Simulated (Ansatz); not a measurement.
BAs:
```
BAs
1.0
    5.88905     0.00000     0.00000
    0.00000     5.88905     0.00000
    0.00000     0.00000     3.38958
B As
4 4
Direct
  0.32273   0.67727   0.00000
  0.67727   0.32273   0.00000
  0.82273   0.82273   0.50000
  0.17727   0.17727   0.50000
  0.31862   0.31862   0.00000
  0.68138   0.68138   0.00000
  0.18138   0.81862   0.50000
  0.81862   0.18138   0.50000
```

Relaxed with PBE. Special points in fractions of this cell's reciprocal vectors: Γ (0.000, 0.000, 0.000); X (0.000, 0.500, 0.000); M (0.500, 0.500, 0.000); Z (0.000, 0.000, 0.500); R (0.000, 0.500, 0.500); A (0.500, 0.500, 0.500).

### Question
List the band energies nearest the valence-band maximum at these points for plane-wave PAW PBE (Ansatz code).

### Answer
In eV from the valence-band maximum; about four levels below and three above (degenerate sets whole), none deeper than 8.9 eV; points with the same levels are listed once.

```tsv
k	below	above
Γ	-0.68 -0.27 0.00 0.00	1.18 2.29 2.31 2.31
X	-1.67 -1.67 -1.29 -1.29	2.04 2.04 3.00 3.00
M	-2.49 -2.49 -2.14 -2.14	2.41 2.41 2.69 2.69
Z	-3.44 -3.44 -3.42 -3.42	1.85 1.85 4.79 4.79
R	-3.21 -3.21 -2.01 -2.01	1.55 1.55 3.60 3.60
A	-2.76 -2.76 -2.68 -2.68	1.14 1.14 2.13 2.13
```

Space group P4_2/mnm. The start of the workflow was typed in or built on a structure type; neither database checked (COD, Materials Project) lists it. It is not the phase usual at ambient conditions (space group No. 216). The PBE relaxation kept the symmetry of its start; its stability against distortions is not shown here. Spin–orbit coupling is left out wherever it is not named.

Potentials: the later of the program's two PAW sets.
